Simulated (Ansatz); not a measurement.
Given:

Na3Cl:
```xyz
4
Lattice="3.4922 0.0000 0.0000 0.0000 3.4922 0.0000 0.0000 0.0000 9.4843" Properties=species:S:1:pos:R:3 pbc="T T T"
Na     0.0000     0.0000     4.7422
Na     1.7461     1.7461     7.8084
Na     1.7461     1.7461     1.6760
Cl     0.0000     0.0000     0.0000
```

This is the PBEsol-relaxed structure.

**Question.** All from the program Ansatz at the PBEsol level (PAW), unless another level is named. Give the highest zone-centre frequency.

**Answer.** 179 cm⁻¹.

**Question.** Give the bulk modulus (Birch–Murnaghan fit).

**Answer.** 12.4 GPa.

Space group P4/mmm. The first step of the workflow began from a Materials Project structure, measured or hypothetical; the Crystallography Open Database copy checked does not list it. Whether it is the stable phase at ambient conditions was not checked. The cell was relaxed with PBEsol under the symmetry of its start; of distortions, only those at the zone centre were tested. As this level gives no gap, phonon frequencies hold no LO–TO term and depend on the k-mesh and smearing (Fermi–Dirac, 0.1 eV here).

Potentials: the later of the program's two PAW sets.
